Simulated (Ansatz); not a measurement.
BP:
```yaml
crystal:
  lattice:
    - [0.00000, 2.26821, 2.26821]
    - [2.26821, 0.00000, 2.26821]
    - [2.26821, 2.26821, 0.00000]
  atoms:
    - { symbol: B, position: [0.00000, 0.00000, 0.00000] }
    - { symbol: P, position: [0.75000, 0.75000, 0.75000] }
```

Relaxed with r²SCAN.

Q: Give the Bader charges and basin volumes of the independent atoms, the program Ansatz at the r²SCAN level (PAW).

A: 

| atom | Bader charge (e) | Bader volume (Å³) |
|---|---|---|
| B1 | +0.68 | 6.4 |
| P2 | -0.68 | 17.0 |

Space group F-43m (zinc blende). Symmetry was held in the r²SCAN relaxation.

Potentials: the earlier of the program's two PAW sets.
